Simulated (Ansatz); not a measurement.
Bi$_{2}$TeO$_{2}$:
```yaml
crystal:
  lattice:
    - [-1.96804, 1.96804, 6.25168]
    - [1.96804, -1.96804, 6.25168]
    - [1.96804, 1.96804, -6.25168]
  atoms:
    - { symbol: Bi, position: [0.15223, 0.15223, 0.00000] }
    - { symbol: Bi, position: [0.84777, 0.84777, 0.00000] }
    - { symbol: Te, position: [0.50000, 0.50000, 0.00000] }
    - { symbol: O, position: [0.25000, 0.75000, 0.50000] }
    - { symbol: O, position: [0.75000, 0.25000, 0.50000] }
```

Relaxed with LDA. Special points in fractions of this cell's reciprocal vectors: Γ (0.000, 0.000, 0.000); X (0.000, 0.000, 0.500); P (0.250, 0.250, 0.250); N (0.000, 0.500, 0.000); M (0.500, 0.500, -0.500); S (0.275, 0.725, -0.275); S0 (-0.275, 0.275, 0.275); R (-0.050, 0.050, 0.500); G (0.500, 0.500, -0.050).

Question: List the band energies nearest the Fermi level at these points for plane-wave PAW LDA (Ansatz code).

Answer: In eV from the Fermi level; about four levels below and three above (degenerate sets whole), none deeper than 8.9 eV; points with the same levels are listed once.

```json
[
 {"k": "Γ", "below": "-2.09 -1.35 -1.35 -0.18", "above": "3.62 3.99 3.99"},
 {"k": "X", "below": "-2.68 -2.68 -2.63 -1.34 -0.14", "above": "2.28 2.56 3.23"},
 {"k": "P", "below": "-3.39 -3.39 -2.68 -2.68 -1.44", "above": "0.95 0.95 2.36"},
 {"k": "N", "below": "-3.29 -1.78 -1.08 -0.02", "above": "2.20 2.70 3.24"},
 {"k": "M", "below": "-2.88 -1.20 -0.83 -0.83", "above": "0.46 1.98 1.98"},
 {"k": "S", "below": "-3.57 -1.79 -1.08 -0.02", "above": "2.27 2.85 3.28"},
 {"k": "R", "below": "-2.73 -2.69 -2.59 -1.64", "above": "0.28 2.26 2.56"}
]
```

Space group I4/mmm. The first step of the workflow began from a Materials Project structure, measured or hypothetical; the Crystallography Open Database copy checked does not list it. Whether it is the stable phase at ambient conditions was not checked. Symmetry was held in the LDA relaxation; its stability against distortions is not shown here. A small band overlap can be real or an error of a semilocal functional. The Fermi level of a semimetal is unsure by some 0.05 eV on such meshes. Spin–orbit coupling is left out wherever it is not named.

Potentials: the later of the program's two PAW sets.
